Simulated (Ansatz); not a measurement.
## Nb₃H: forces and stress of a distorted cell

Cell: artificial Nb₃H built from the ReO3 structure and then distorted, one atom being moved towards a neighbour.

Level of theory: DFT, PBE, all-electron full-potential LAPW, scalar-relativistic, point nucleus in Ansatz 0.2 development build. Coarse mesh: 2×2×2 (half-step shift), σ = 0.15 eV (Fermi–Dirac). In metals such a mesh can move stress, forces and moments by their own size. The run is spin-unpolarised. Atoms are numbered as listed.

```
H Nb
1.0
     3.98178    0.11421   -0.02597
     0.11421    3.98371    0.12248
    -0.02597    0.12248    4.20819
H Nb
1 3
Direct
  0.33853 0.39992 0.32537
  0.80277 0.40951 0.33190
  0.31743 0.90132 0.32721
  0.31890 0.40341 0.82066
```

Forces in eV/Å:
```
H1   -0.949 -0.062 -0.080
Nb2   1.187 -0.034  0.213
Nb3  -0.335  0.247 -0.177
Nb4   0.096 -0.151  0.044
```

Stress (GPa; xx, yy, zz, yz, xz, xy; compression positive): 2.32, 0.47, 5.78, -1.39, -0.99, -1.79.

| Item | Value |
| --- | --- |
| All-electron free energy E − TS (its zero hangs on the relativistic scheme and nucleus) | -311853.829 eV |
| Pressure | 2.85 GPa |
| Largest force | 1.207 eV/Å |

Question: The same cell and mesh under r2SCAN by all-electron PAW datasets generated for the cell without frozen cores, scalar-relativistic, point nucleus: what changes?

Answer: Beside PBE, the pressure drops by 1.33 GPa to 1.52 GPa, and the forces move by 0.050 eV/Å (r.m.s. over the atoms).

Forces in eV/Å:
```
H1   -0.987 -0.049 -0.077
Nb2   1.207 -0.058  0.259
Nb3  -0.356  0.266 -0.173
Nb4   0.136 -0.159 -0.010
```

Question: Repeat with LDA (PW92) by all-electron full-potential LAPW, scalar-relativistic, point nucleus.

Answer: Relative to PBE, the pressure drops by 7.38 GPa to -4.53 GPa, and the forces move by 0.061 eV/Å (r.m.s. over the atoms).

Forces in eV/Å:
```
H1   -0.927 -0.066 -0.078
Nb2   1.098 -0.004  0.236
Nb3  -0.292  0.216 -0.162
Nb4   0.121 -0.146  0.004
```
